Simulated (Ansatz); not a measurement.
SnSe (space group Pnma)

```yaml
crystal:
  lattice:
    - [11.32003, 0.00000, 0.00000]
    - [0.00000, 4.11524, 0.00000]
    - [0.00000, 0.00000, 4.31826]
  atoms:
    - { symbol: Sn, position: [0.11733, 0.25000, 0.90507] }
    - { symbol: Sn, position: [0.88267, 0.75000, 0.09493] }
    - { symbol: Sn, position: [0.38267, 0.75000, 0.40507] }
    - { symbol: Sn, position: [0.61733, 0.25000, 0.59493] }
    - { symbol: Se, position: [0.64242, 0.75000, 0.02406] }
    - { symbol: Se, position: [0.35758, 0.25000, 0.97594] }
    - { symbol: Se, position: [0.85758, 0.25000, 0.52406] }
    - { symbol: Se, position: [0.14242, 0.75000, 0.47594] }
```

The slice is a (100) plane (indices of the conventional cell) through the point (0.117, 0.250, 0.905) (fractional), spanned by u = [010] and v = [001] in vectors of this cell: u (4.12 Å) and v (4.32 Å, at 90° to u). It covers one period; positions are fractions (u, v).

Calculation: LDA (plane waves to 420 eV, PAW, scalar-relativistic; Ansatz, a quantum-chemistry and plane-wave program). k mesh 3×8×8. These are valence fields of a PAW run, semicore shells included where kept as valence: close to a nucleus they are smooth pseudo fields. SnSe was relaxed with its symmetry unable to fall.

Three fields on this plane, each scaled to ten steps between its own extremes (0 low, 9 high; the total valence density on a logarithmic scale, the potential cut 8 eV below its top; x marks points blanked near nuclei; v = 0 in the bottom row):

Map A
```
|xxxxxx025789987520xxxxx|
|xxxxxx035788887530xxxxx|
|xxxxx00356777765300xxxx|
|xxxx0024544334454200xxx|
|xxx00134200xx00243100xx|
|000023320xxxxxx02332000|
|12344430xxxxxxxx0344432|
|5566641xxxxxxxxxx146665|
|7777740xxxxxxxxxx047777|
|9988740xxxxxxxxxx047889|
|9999740xxxxxxxxxx047999|
|9999850xxxxxxxxxx058999|
|9999862xxxxxxxxxx268999|
|99998750xxxxxxxx0578999|
|888888641xxxxxx14688888|
|66677776531001356777766|
|22346777766556677776432|
|00003567888888887653000|
|xxx002578899998875200xx|
|xxxx0035789999875300xxx|
|xxxxx00478999987400xxxx|
|xxxxxx036899998630xxxxx|
|xxxxxx025789987520xxxxx|
|xxxxxx015789987510xxxxx|
```

Map B
```
|xxxxxx332211112233xxxxx|
|xxxxxx333334433333xxxxx|
|xxxxx33445666654433xxxx|
|xxxx3345778888775433xxx|
|xxx33457899xx99875433xx|
|322335799xxxxxx99753322|
|22235789xxxxxxxx9875322|
|1223589xxxxxxxxxx985322|
|1123689xxxxxxxxxx986321|
|0014689xxxxxxxxxx986410|
|0013689xxxxxxxxxx986310|
|0013689xxxxxxxxxx986310|
|0002479xxxxxxxxxx974200|
|00013589xxxxxxxx9853100|
|111124689xxxxxx98642111|
|33222246899999986422223|
|44432223578888753222344|
|44443322345665432233444|
|xxx443221122221122344xx|
|xxxx4432110000112344xxx|
|xxxxx43310000001334xxxx|
|xxxxxx332000000233xxxxx|
|xxxxxx332100001233xxxxx|
|xxxxxx332100001233xxxxx|
```

Map C
```
|xxxxxx864322223468xxxxx|
|xxxxxx765444444567xxxxx|
|xxxxx97665555556679xxxx|
|xxxx9877777777777789xxx|
|xxx98778899xx99887789xx|
|877777899xxxxxx99877777|
|55556789xxxxxxxx9876555|
|3345679xxxxxxxxxx976543|
|2234579xxxxxxxxxx975432|
|1123579xxxxxxxxxx975321|
|0013579xxxxxxxxxx975310|
|0012468xxxxxxxxxx864210|
|0012468xxxxxxxxxx864210|
|01123578xxxxxxxx8753211|
|222234678xxxxxx87643222|
|33333456788998876543333|
|55554444566666654444555|
|88765544444444444455678|
|xxx876433322223334678xx|
|xxxx9754321111234579xxx|
|xxxxx86431000013468xxxx|
|xxxxxx753100001357xxxxx|
|xxxxxx853210012358xxxxx|
|xxxxxx854211112458xxxxx|
```

Problem. Assign the maps to these fields: electron localisation function (ELF); valence electron density; electrostatic potential energy of an electron, from the cell's mean.

Solution. A is the electrostatic potential energy of an electron, from the cell's mean; B is the electron localisation function (ELF); C is the valence electron density.
